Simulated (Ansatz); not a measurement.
Here is the system:

ZnNi$_{3}$N:
```
ZnNi3N
1.0
    3.72493     0.00000     0.00000
    0.00000     3.72493     0.00000
    0.00000     0.00000     3.72493
Zn Ni N
1 3 1
Direct
  0.00000   0.00000   0.00000
  0.00000   0.50000   0.50000
  0.50000   0.00000   0.50000
  0.50000   0.50000   0.00000
  0.50000   0.50000   0.50000
```

This is the r²SCAN-relaxed structure.

Problem. All from r²SCAN (plane waves, PAW; program Ansatz), unless another level is named. Predict the electronic character.

Solution. metallic (no gap).

Problem. Predict the density of states at the Fermi level.

Solution. 0.47 states/eV per atom (mean over ±0.08 eV).

Problem. Give the formation energy from the elements (no fitted shifts).

Solution. -0.16 eV/atom.

Space group Pm-3m (anti-perovskite). The workflow started from a Materials Project entry (that database holds measured and hypothetical structures alike); the Crystallography Open Database copy checked does not list it. Its standing as an ambient phase is unchecked. Symmetry was held in the r²SCAN relaxation; its stability against distortions is not shown here. The run is not spin-polarised. With an odd number of electrons in the cell and no spin polarisation, the count alone makes it a metal. The references are the lowest solids computed at this level, not always the standard phases (solids in place of the gases).

Potentials: the earlier of the program's two PAW sets.
